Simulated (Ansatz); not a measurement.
YZn:
```yaml
crystal:
  lattice:
    - [3.56447, 0.00000, 0.00000]
    - [0.00000, 3.56447, 0.00000]
    - [0.00000, 0.00000, 3.56447]
  atoms:
    - { symbol: Zn, position: [0.50000, 0.50000, 0.50000] }
    - { symbol: Y, position: [0.00000, 0.00000, 0.00000] }
```

Relaxed with r²SCAN.

Question: Map the electron localisation function on the plane through (0.500, 0.500, 0.500) spanned by u = [1, 0, 0] and v = [0, 1, 1] in lattice vectors, from DFT-r²SCAN in the program Ansatz with PAW potentials.

Answer: x is the fraction of u, y of v (the angle between them is 90°; rows are the nearest grid lines); atoms in the plane: Zn at (0.00, 0.00), Y at (0.50, 0.50).
```
|0000223566653220000|
|0001223566653221000|
|0001224566654221000|
|0112234555554322110|
|2222344444444432222|
|2233443211123443322|
|5543111123211113455|
|4431113678763111344|
|3311147999997411133|
|2110279999999720112|
|1101489987899841011|
|1001599964699951001|
|1001599964699951001|
|1101489987899841011|
|2110279999999720112|
|3311147999997411133|
|4431113678763111344|
|5543111123211113455|
|2233443211123443322|
|2222344444444432222|
|0112234555554322110|
|0001224566654221000|
|0001223566653221000|
|0000223566653220000|
```
Scale: ten equal steps from 0.000 (start of '0') to 0.861 (end of '9'), in the order '0123456789'; x runs from 0.000 to 1.00, y from 0.000 (bottom) to 1.00 (top).

The density is the valence pseudo-density with augmentation charge, so density and ELF within about 1 Å of a nucleus are not all-electron values.

Space group Pm-3m (CsCl type). The workflow started from an entry of the Crystallography Open Database (COD). Whether it is the stable phase at ambient conditions was not checked. The r²SCAN relaxation kept the symmetry of its start; its stability against distortions is not shown here. No spin polarisation was allowed.

Potentials: the later of the program's two PAW sets.
